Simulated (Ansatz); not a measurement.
Te$_{2}$Mo:
```xyz
6
Lattice="3.4966 0.0000 0.0000 -1.7483 3.0282 0.0000 0.0000 0.0000 13.7017" Properties=species:S:1:pos:R:3 pbc="T T T"
Te     0.0000     2.0188     8.4591
Te     1.7483     1.0094     5.2425
Te     1.7483     1.0094     1.6083
Te     0.0000     2.0188    12.0933
Mo     0.0000     2.0188     3.4254
Mo     1.7483     1.0094    10.2762
```

Relaxed with PBE+D3(BJ). Special points in fractions of this cell's reciprocal vectors: Γ (0.000, 0.000, 0.000); M (0.500, 0.000, 0.000); K (0.333, 0.333, 0.000); A (0.000, 0.000, 0.500); L (0.500, 0.000, 0.500); H (0.333, 0.333, 0.500).

Question: List the band energies nearest the valence-band maximum at these points for plane-wave PAW PBE+D3(BJ) (Ansatz code).

Answer: In eV from the valence-band maximum; about four levels below and three above (degenerate sets whole), none deeper than 8.9 eV; points with the same levels are listed once.

```tsv
k	below	above
Γ	-1.00 -1.00 -0.18 0.00	2.87 2.87 3.06 3.06
M	-1.10 -1.03 -0.65 -0.25	1.27 1.34 1.41
K	-1.87 -1.87 -0.38 -0.08	0.96 0.99 0.99
A	-1.03 -1.03 -1.03 -1.03 -0.05 -0.05	2.91 2.91 2.91 2.91
L	-1.04 -1.04 -0.46 -0.46	1.30 1.30 1.64 1.64
H	-2.10 -2.10 -0.27 -0.27	1.01 1.01 1.51 1.51
```

Space group P6_3/mmc. The PBE+D3(BJ) relaxation kept the symmetry of its start. No spin polarisation was allowed. Spin–orbit coupling is left out wherever it is not named.

Potentials: the earlier of the program's two PAW sets.
